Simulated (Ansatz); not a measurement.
Starting cell, HfN (rock salt):

```
HfN
1.0
    0.00000     2.27394     2.27394
    2.27394     0.00000     2.27394
    2.27394     2.27394     0.00000
N Hf
1 1
Cartesian
  0.00000   0.00000   0.00000
  2.27394   2.27394   2.27394
```

Two-dimensional scan of atom 2 (Hf, nearest neighbour N at 2.274 Å; its periodic images, 3.2 Å or more away, move with it): u runs along (1.000, 0.000, 0.000), v along (0.000, 1.000, 0.000) (Cartesian). Cell and other atoms are fixed.

All values below come from PBE (plane waves to 420 eV, PAW, scalar-relativistic; Ansatz, a program for electronic structure). k mesh 14×14×14 (Γ-centred), Fermi-Dirac smearing 0.05 eV. Energies are smeared free energies. With partly filled bands, energies and forces of such displacements shift with the k mesh and the smearing. HfN is run without spin polarisation. HfN was relaxed with its symmetry unable to fall. Spin-orbit coupling is left out, though Hf is heavy. The last digit holds for this mesh only.

Changes of ΔE (meV/cell) from the point u = 0.000 Å, v = 0.000 Å when one coordinate moves alone (two changes are said to add if the coupling is within 5 % of the smaller one, nearly so within 20 %):

| point | change |
|---|---|
| u = 0.000 Å, v = -0.340 Å | 694.5 |
| u = 0.000 Å, v = -0.170 Å | 160.4 |
| u = -0.340 Å, v = 0.000 Å | 694.5 |
| u = -0.170 Å, v = 0.000 Å | 160.4 |
| u = 0.170 Å, v = 0.000 Å | 160.4 |
| u = 0.340 Å, v = 0.000 Å | 694.5 |
| u = 0.000 Å, v = 0.170 Å | 160.4 |
| u = 0.000 Å, v = 0.340 Å | 694.5 |

Question: Do the two effects add at u = -0.340 Å, v = -0.340 Å? Give the computed change.

Answer: The sum of the single changes is 694.5 + (694.5) = 1389.0; the calculation gives 1234.5, so the coupling contributes -154.5 (over 20 % of the smaller single change, not additive).

Question: Do the two effects add at u = 0.340 Å, v = -0.170 Å? Give the computed change.

Answer: The sum of the single changes is 694.5 + (160.4) = 854.9; the calculation gives 821.4, so the coupling contributes -33.5 (over 20 % of the smaller single change, not additive).

Question: Do the two effects add at u = -0.170 Å, v = 0.170 Å? Give the computed change.

Answer: The sum of the single changes is 160.4 + (160.4) = 320.8; the calculation gives 310.9, so the coupling contributes -9.9 (under 20 % of the smaller single change, nearly additive).

(A displaced cell: forces are minus the slopes of the energy, force constants its curvatures, and phonons follow from these.)
